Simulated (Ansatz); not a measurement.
**H$_{2}$Os: computed properties**

These are results of Ansatz, DFT PBE, scalar-relativistic, plane waves, PAW, not measurements.

Plane waves to 420 eV, a k mesh through Γ of 21×21×6 on the computed 3-atom cell and Gaussian smearing (0.10 eV); no spin polarisation.

The structure is relaxed at this level of theory with its symmetry kept, and needn't be the ground state of this composition.

```
H Os
1.0
     2.50565    0.00000    0.00000
    -1.25282    2.16996    0.00000
     0.00000    0.00000    8.23823
H Os
2 1
Cartesian
  0.0000 1.4466 4.1191
  1.2528 0.7233 4.1191
  0.0000 0.0000 0.0000
```

| Property | Result |
| --- | --- |
| Space group | P6/mmm (No. 191) |
| Volume per atom | 14.93 Å³ |
| Formation energy from the elements' standard states (uncorrected) | +1.397 eV/atom |
| Kohn–Sham band gap | none (metal) |
| Density of states at the Fermi level | 3.4 states/eV per cell |
| Orbital (Löwdin) character within 0.5 eV of the Fermi level | Os 5d 83 %, Os 6s 9 % |
| Bader charge by site (e) | H (2 in the cell) 0.00, Os (1 in the cell) 0.00 |

Spin-orbit coupling is left out, which matters for the bands of heavy elements. The cell holds layers, chains or molecules and no dispersion correction was added, so their binding is poorly described.

The cell was found from a structure generator's guess, not taken from experiment. Löwdin shares on free-atom orbitals overweight diffuse shells.
